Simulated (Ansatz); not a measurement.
## Fields on a plane of TiHg (space group P4/mmm)

```yaml
crystal:
  lattice:
    - [2.96284, 0.00000, 0.00000]
    - [0.00000, 2.96284, 0.00000]
    - [0.00000, 0.00000, 4.06304]
  atoms:
    - { symbol: Ti, position: [0.50000, 0.50000, 0.50000] }
    - { symbol: Hg, position: [0.00000, 0.00000, 0.00000] }
```

The slice is a (0 -1 1) plane (indices of the conventional cell) through the point (0.500, 0.500, 0.500) (fractional), spanned by u = [100] and v = [011] in vectors of this cell: u (2.96 Å) and v (5.03 Å, at 90° to u). It covers one period; positions are fractions (u, v).

Atoms on it: Ti at (0.00, 0.00); Hg at (0.50, 0.50).

Method: PBEsol (plane waves to 420 eV, PAW, scalar-relativistic; Ansatz, an electronic-structure program). k mesh 16×16×12. Near the nuclei the fields are pseudised (PAW); where an atom keeps semicore shells as valence, they peak there. Spin-orbit coupling is left out, though Hg is heavy. TiHg is run without spin polarisation. TiHg was relaxed with its symmetry unable to fall.

```tsv
v \ u	0.00	0.17	0.33	0.50	0.67	0.83
0.90	0.7	0.3	-0.6	-0.8	-0.6	0.3
0.80	-0.5	-0.6	-0.7	-0.7	-0.7	-0.6
0.70	-0.8	-0.6	-0.3	-0.1	-0.3	-0.6
0.60	-0.7	-0.3	0.6	0.9	0.6	-0.3
0.50	-0.6	-0.1	0.9	1.2	0.9	-0.1
0.40	-0.7	-0.3	0.6	0.9	0.6	-0.3
0.30	-0.8	-0.6	-0.3	-0.1	-0.3	-0.6
0.20	-0.5	-0.6	-0.7	-0.7	-0.7	-0.6
0.10	0.7	0.3	-0.6	-0.8	-0.6	0.3
0.00	1.0	0.7	-0.4	-0.7	-0.4	0.7
```

Values: log₁₀ of the valence density in e/Å³. The scale is logarithmic, as a density can span decades between atoms and voids.

```tsv
v \ u	0.00	0.17	0.33	0.50	0.67	0.83
0.90	x	x	2.8	8.1	2.8	x
0.75	5.5	6.3	6.6	6.0	6.6	6.3
0.60	8.5	1.7	x	x	x	1.7
0.45	7.9	<0.0	x	x	x	<0.0
0.30	8.2	7.1	2.0	<0.0	2.0	7.1
0.15	x	x	5.6	8.9	5.6	x
0.00	x	x	x	7.0	x	x
```

Values: electrostatic potential energy of an electron, from the cell's mean, in eV. Points within 1 Å of a nucleus are blanked (x), as the pseudised field means little there. Values under 0 eV are set to 0. The zero, the cell's mean, hangs on the PAW cores.

| Item | Result |
|---|---|
| Density on the Ti–Hg line (2.92 Å) at its density minimum, 1.3 Å from Ti | 0.21 e/Å³ |
| ELF at that point | 0.2 |
